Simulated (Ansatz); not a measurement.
## Relaxing a structure of Al

The start is a relaxed Al cell, doubled along one cell vector, shaken by Gaussian noise of σ = 0.08 Å a coordinate. The cell and all atomic positions are relaxed at zero pressure with r2SCAN (plane waves to 500 eV, PAW, scalar-relativistic; Ansatz, a program for electronic structure). The first steps use a coarse 13×7×4 k-mesh.

Starting cell:
```
Al
1.0
    2.82126     0.00000     0.00000
   -2.82126     4.88657     0.00000
    0.00000     0.00000     9.25754
Al
8
Direct
  0.02619   0.01813   0.99559
  0.98727   0.48914   0.99745
  0.02359   0.99509   0.51159
  0.02169   0.48972   0.50362
  0.34648   0.34171   0.23990
  0.32331   0.82198   0.24972
  0.69458   0.18281   0.74193
  0.65466   0.64429   0.75136
```

What is the largest force in the starting geometry, and on which atom (counted from 1)?

1.15 eV/Å, on Al7 (atoms numbered as listed).

How much energy is released per atom?

0.04 eV/atom.

Is the parent structure recovered?

The parent structure is recovered, P6₃/mmc (No. 194).

How do the shortest distances between atoms change?

The closest pairs of elements (up to four, under 3.6 Å), start → end: Al–Al 2.66 → 2.82 Å.

What band gap does the relaxed structure have at this level?

Zero (metallic).

Relaxed structure:

Space group P6₃/mmc (No. 194); a = b = 2.8210 Å, c = 9.2599 Å, α = β = 90.00°, γ = 120.00°

```
atom  site  symmetry       x       y       z
----  ----  --------  ------  ------  ------
Al      2a      -3m.  0.0000  0.0000  0.0000
Al      2c      -6m2  0.3333  0.6667  0.2500
```

Final values are on a 19×19×5 k-mesh of the relaxed cell. No spin polarisation in the result.

The relaxed structure here is a generated cell of Al: the first start was made by placing the elements on the sites of a structure type, and the end was not matched to a known phase here, so it may be hypothetical. Known forms of Al include space group No. 225.
